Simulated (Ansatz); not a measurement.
Ansatz input

```yaml
crystal:
  lattice:
    - [2.218403196, 0.0, 0.0]
    - [-1.109201598, 1.9211935236, 0.0]
    - [0.0, 0.0, 7.0751611054]
  atoms:
    - { symbol: Be, position: [1.0, 0.0, 0.0] }
    - { symbol: Be, position: [1.0, 0.0, 0.5] }
    - { symbol: Be, position: [0.3333333333, 0.6666666667, 0.25] }
    - { symbol: Be, position: [0.6666666667, 0.3333333333, 0.75] }
hamiltonian:
  xc: lda
  pseudopotentials:
    kind: paw
    azcp:
      Be: "pseudopotentials/Be.paw.azcp"
basis:
  ecutwfc: 420
  fft_grid_basis: typed
kpoints:
  mp_grid: { grid: [21, 21, 6], shift: [0, 0, 0] }
magnetization:
  spin_polarized: false
scf:
  occupations: { method: fermi_dirac, width: 0.1 }
```

Output

```
Warning: the record states the generating functional pbe (its physics header spells it `PBE`), which answers neither for hamiltonian.xc's functional nor for the lda family's — results may be inconsistent (PPs are generated against a specific XC)
Engine: ansatz 0.2.0, aarch64-unknown-linux-gnu
Pseudopotentials: kind: paw
Pseudopotential: Be, paw, valence charge 2, recommended cutoff 420 eV (normal) 
Functional definition: SPW92
  exchange = slater_x
  correlation = pw_c
Crystal: 4 atoms, lattice volume = 30.154 Å³
Basis set: ecut = 420 eV, 599 PW (Γ)
Bands: 8, of which v1, the nominal top of the filled ones, is band 4 counted from 1 (3 counted from 0)
Symmetry: 24 space group operations
Space group: P63/mmc (ITA 194), of the structure as read, at distance tolerance 3.1e-5 Å
k-points: 192 of 2646
Non-local potential: Be, projectors of the file, l = 0: 2, l = 1: 2, l = 2: 1
PAW form: soft (Blöchl's): semilocal exchange-correlation on the pseudo side does not see the compensation charge
PAW frozen core: Be, regenerated for the run's functional, and the local potential with it (the file was generated under x = pbe(κ = 0.804, μ = 0.2195149727645171), c = pbe(β = 0.06672455060314922))
PAW one-centre angular grid: Be, 110 points (default); XC on 64 Gauss nodes
Initial density: superposition of atomic densities (neutral atoms: chi_scale 0, normalization atom), corrected by the library's trained network
Initial wavefunctions: pseudopotential atomic-orbital guess
Functional: x = slater, c = lda
SCF iter   1: F=—  HF=-352.819204 eV  |F-HF|=—  |Δ(HF+E_count)|=         —  Δρ=2.69e-3  dr2=1.97e-3  ethr=1.77e-3  ⟨swp⟩=5.4  Hψ=11444  notcnv=0
SCF iter   2: F=—  HF=-352.818533 eV  |F-HF|=—  |Δ(HF+E_count)|=   6.71e-4  Δρ=1.63e-3  dr2=7.13e-4  ethr=2.46e-5  ⟨swp⟩=1.0  Hψ=3084  notcnv=0
SCF iter   3: F=—  HF=-352.818235 eV  |F-HF|=—  |Δ(HF+E_count)|=   2.98e-4  Δρ=5.39e-5  dr2=4.81e-7  ethr=8.91e-6  ⟨swp⟩=1.8  Hψ=2055  notcnv=0
SCF iter   4: F=—  HF=-352.818234 eV  |F-HF|=—  |Δ(HF+E_count)|=   9.10e-7  Δρ=1.45e-5  dr2=1.70e-7  ethr=6.01e-9  ⟨swp⟩=2.1  Hψ=2292  notcnv=0
iter 5 did not close the SCF: its close was put off for the readings that it lacked (scf_convergence_deferred on its scf_iter line)
SCF iter   5: F=-352.818234 eV  HF=-352.818234 eV  |F-HF|=4.63e-10  |Δ(HF+E_count)|=   6.62e-8  Δρ=2.15e-6  dr2=1.23e-9  ethr=2.12e-9  ⟨swp⟩=2.0  Hψ=2105  notcnv=0
SCF iter   6: F=-352.818234 eV  HF=-352.818234 eV  |F-HF|=2.84e-13  |Δ(HF+E_count)|=  2.22e-10  Δρ=1.69e-7  dr2=3.53e-12  ethr=1.53e-11  ⟨swp⟩=1.0  Hψ=4421  notcnv=0
SCF 1 converged in 6 iterations: F = -352.818234 eV  dr2 = 3.53e-12
SCF converged after 6 iterations
Free energy (F): -352.818234 eV
Harris-Foulkes:  -352.818234 eV  (|F-HF|=2.84e-13)
Internal energy: -352.807671 eV  (E = F + TS)
E sigma→0 (E₀):  -352.812952 eV
Entropy (-TS):   -0.010562 eV (-2.641 meV/atom)
Fermi energy:    8.530526 eV
--- Per-component energies (eV) ---
  E_band       = 25.956584
  E_kinetic    = 87.688094
  E_local      = 10.541605  (includes V_loc(G=0)·N_el)
  E_nonlocal   = 18.888633
  E_hartree    = 0.130072
  E_xc         = -79.773189
  E_vxc        = -84.959424  (∫ρ·V_xc dr)
  E_paw        = -220.732862  (= ΣΔE_a)
  E_vpaw       = -6.462469  (= ΣTr[D̂ρ^β])
  E_aug_tail   = -0.000003  (compensation charges beyond the density's cutoff)
  E_ewald      = -169.671171
  E_core_change = 0.121148  (= ΣΔE_core)
  E_smearing   = -0.010562  (= −TS)
  E_closure    = 0.000000  (closes the sum)
  Σ components = -352.818234   (vs F -352.818234, Δ=0.00e0)
```

Launched by

```sh
ansatz run input.yaml --threads 2 --pin off --max-ram 5120MiB --backend cpu --events-out ev --progress --plain --runs-dir out
```

On 2 threads of Arm Neoverse V2 (shared host) this took about 1.6 s of wall time and 2.5 s of CPU time.
